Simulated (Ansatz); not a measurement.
A geometry of Pt away from equilibrium: the start of the relaxation of a relaxed Pt cell displaced along its unstable phonon at q = Γ (40i cm⁻¹), largest move 0.15 Å. The numbers are results of r2SCAN (plane waves to 500 eV, PAW, scalar-relativistic; Ansatz, a first-principles code), not measurements. Γ-centred k-mesh 14×14×7 on the run's cell (coarser than for final values), Fermi–Dirac smearing 0.05 eV.

```xyz
2
Lattice="2.7361 0.0000 0.0000 -1.3680 2.3695 0.0000 0.0000 0.0000 4.7535" Properties=species:S:1:pos:R:3 pbc="T T T"
Pt     0.0000     1.4297     1.1884
Pt     1.3680     0.9398     3.5651
```

Predict the force on each atom, in eV/Å.


```json
[
 {"atom": "Pt1", "Fx": "0.00", "Fy": "-0.24", "Fz": "0.00"},
 {"atom": "Pt2", "Fx": "0.00", "Fy": "0.24", "Fz": "0.00"}
]
```

What is the pressure?

+0.3 GPa, compression positive.

How far above the relaxed end point is this geometry?

0.05 eV/atom; the path ends in I4/mmm (No. 139) (AFLOW prototype A_tI2_139_a (A_a)).

No spin polarisation in the result.

The run could not lose the symmetry of its start: the end is stationary, and may be a saddle point rather than a minimum.

The end of the path is a generated cell of Pt: the first start was made by placing the elements on the sites of a structure type, and the end was not matched to a known phase here, so it may be hypothetical. Known forms of Pt include space group No. 225.
